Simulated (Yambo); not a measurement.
## Convergence of the G0W0 gap of BaCu$_{2}$S$_{2}$

G0W0@LDA for BaCu$_{2}$S$_{2}$ (space group I4/mmm, No. 139) in Yambo. Reference settings: 4×4×4 Γ-centred k mesh, bands 9 to 116 and a 6 Ry block in the screening, 116 bands in G with the Bruneval-Gonze terminator, plasmon pole fitted at 27.2 eV. The LDA gap Γ → Γ on this mesh is 0.42 eV; G0W0 gaps are taken between the same points.

```tsv
change from the reference	G0W0 gap Γ → Γ (eV)	shift of the valence edge (eV)
reference settings	1.13	-0.40
41 bands in W, 41 bands in G	1.77	-0.15
55 bands in W, 55 bands in G	1.45	-0.21
72 bands in W, 72 bands in G	1.27	-0.31
94 bands in W, 94 bands in G	1.18	-0.37
41 bands in W, 41 bands in G, 3 Ry block	2.00	-0.40
41 bands in W, 41 bands in G, 4 Ry block	1.88	-0.27
55 bands in W, 55 bands in G, 5 Ry block	1.48	-0.24
55 bands in W, 55 bands in G, 4 Ry block	1.56	-0.32
72 bands in W, 72 bands in G, 3 Ry block	1.47	-0.52
72 bands in W, 72 bands in G, 2 Ry block	1.67	-0.69
94 bands in W, 94 bands in G, 2 Ry block	1.56	-0.71
94 bands in W, 94 bands in G, 3 Ry block	1.36	-0.56
94 bands in W, 94 bands in G, 5 Ry block	1.19	-0.38
2×2×2 mesh	0.90	-0.24
```

The reference isn't shown to be the converged limit.

The filled Cu 3d shell has no Hubbard U; semilocal functionals place it too high.

Geometry of the Materials Project entry, not relaxed at this level; primitive cell a = b = c = 6.9006 Å, α = β = 147.15°, γ = 47.14°.

The structure is a Materials Project entry; no match was found in the copy of COD used, and its stability was not checked.

A shift is the quasiparticle energy of the state minus its LDA energy.
